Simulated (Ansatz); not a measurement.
TiAl (CsCl type, space group No. 221) at seven volumes, PBEsol in the plane-wave PAW code Ansatz, scaled uniformly. One row is withheld.

| V (Å³/atom) | P (GPa) |
|---|---|
| 14.307 | 13.45 |
| 14.779 | 8.28 |
| 15.250 | ? |
| 15.722 | -0.01 |
| 16.194 | -3.32 |
| 16.665 | -6.17 |
| 17.137 | -8.62 |

Problem. Fit the shown pressures and predict the withheld one.

Solution. P = (3/2)B₀(x^(7/2) − x^(5/2))[1 + (3/4)(B′ − 4)(x − 1)] with x = (V₀/V)^(2/3). Least squares on the six rows gives V₀ = 15.721 Å³/atom, B₀ = 119 GPa, B′ = 3.95. At V = 15.250, x = 1.0205 and P = 3.84 GPa. The run itself gave 3.82 GPa.

Space group Pm-3m (CsCl type). The first step of the workflow began from a Materials Project structure, measured or hypothetical; the Crystallography Open Database copy checked does not list it. With Ti and Al taken as one species the cell has the higher symmetry Im-3m, so it may be an ordered model of a mixed-site phase. It is not the phase usual at ambient conditions (space group No. 123). Symmetry was held in the PBEsol relaxation. At this level the phase is dynamically unstable (imaginary phonons). No spin polarisation was allowed.

Potentials: the later of the program's two PAW sets.
